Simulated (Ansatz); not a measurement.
## Computed properties of AlGa3As4

AlGa$_{3}$As$_{4}$:
```
CELL_PARAMETERS angstrom
      4.01056     0.00000     0.00000
      0.00000     4.01056     0.00000
      0.00000     0.00000    11.32561
ATOMIC_POSITIONS crystal
  Ga 0.00000 0.00000 0.75028
  As 0.50000 0.00000 0.87517
  Ga 0.50000 0.50000 0.00000
  As 0.00000 0.50000 0.12483
  Ga 0.00000 0.00000 0.24972
  As 0.50000 0.00000 0.37516
  Al 0.50000 0.50000 0.50000
  As 0.00000 0.50000 0.62484
```

Space group P-4m2 (No. 115); conventional cell a = 4.011 Å, b = 4.011 Å, c = 11.326 Å, α = 90.00°, β = 90.00°, γ = 90.00°.

Method: r²SCAN in the plane-wave PAW code Ansatz. The cell and atoms are relaxed at this level. Other levels are named where they apply.

### Cell and energy

Volume per atom: 22.77 Å³
Density: 4.88 g/cm³

### Electronic structure

- Band gap: 1.29 eV (direct)
- Valence-band maximum: at Γ
- Conduction-band minimum: at Γ
- Electron effective mass: 0.074, 0.074, 0.082 mₑ (principal values)
- Electron effective mass with spin–orbit coupling: 0.073, 0.073, 0.081 mₑ (principal values)
- Hole effective mass, band 1 of 2 at the edge: 2.7 along x, 0.38 along z (mₑ)
- Hole effective mass, band 2 of 2 at the edge: 0.062 along x, 0.38 along z (mₑ)
- Hole effective mass with spin–orbit coupling: 0.36 along z (mₑ)
- HSE06 gap on the r²SCAN cell: 1.68 eV
- Gap with spin–orbit coupling: 1.19 eV

### Mechanics

Bulk modulus (Birch–Murnaghan fit): 73.2 GPa
Pressure derivative B′: 4.5
Elastic constants (relaxed ions, GPa): C11 = 144, C12 = 24.3, C13 = 51.4, C33 = 117, C44 = 59.7, C66 = 32.9
Mechanical stability: stable (all eigenvalues of C positive)
Hill bulk and shear moduli: 73.4 and 47.0 GPa
Young's modulus: 116 GPa
Poisson's ratio: 0.24
Debye temperature from the elastic constants: 361 K
Piezoelectric stress constants (proper, relaxed ions, C/m²): e15 = -0.20, e24 = 0.20, e31 = -0.19, e32 = 0.19

### Charges

- Bader charges = Ga +0.77 to +0.78, As -1.43 to -0.77, Al +2.08 e

The start of the workflow was typed in or built on a structure type; neither database checked (COD, Materials Project) lists it. Its standing as an ambient phase is unchecked. The r²SCAN relaxation kept the symmetry of its start; whether a distortion lowers the energy is not shown. Signs of piezoelectric constants follow the polarity of the cell as given. Scalar-relativistic: spin–orbit coupling is off unless named, which matters more the heavier the elements.

Potentials: the earlier of the program's two PAW sets.
